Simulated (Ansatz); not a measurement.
A distorted cell of CrO₂ (rutile):

```xyz
6
Lattice="4.5112 0.0000 0.0000 0.0000 4.5112 0.0000 0.0000 0.0000 2.8470" Properties=species:S:1:pos:R:3 pbc="T T T"
Cr     0.0000     0.0000     0.0000
Cr     2.2556     2.2556     1.4235
O      1.3682     1.3682     0.0000
O      3.6238     0.8874     1.4235
O      0.8874     3.6238     1.4235
O      3.1430     3.1430     0.0000
```

Method: PBEsol (plane waves to 420 eV, PAW, scalar-relativistic; Ansatz, a quantum-chemistry and plane-wave program). k mesh 11×11×16 (Γ-centred), Fermi-Dirac smearing 0.05 eV. Energies are smeared free energies. Compression counts positive. As the atoms are clamped, bonds stretch with the cell, which overstates energies and stresses. With partly filled bands, the response to shear is sensitive to the k mesh, so small differences along c/a are uncertain. CrO2 is run spin-polarised and with no Hubbard U. CrO2 was relaxed with its symmetry unable to fall. Relaxed CrO2 ends ferromagnetic. Other magnetic orders were not checked, so this need not be the ground state.

**Question.** Give the stress tensor in GPa and the pressure.

**Answer.** 
```
  -11.1      0.0      0.0
    0.0    -11.1      0.0
    0.0      0.0     -2.3
```
The pressure, a third of the trace, is -8.1 GPa.

**Question.** It is the relaxed cell deformed to V/V₀ = 1.040, (c/a)/(c/a)₀ = 0.960, c along z, fractional positions held. What is its energy relative to the relaxed cell?

**Answer.** 17 meV/atom.

(A scan under strain: stresses follow from slopes of the energy per volume, elastic moduli from its curvatures.)
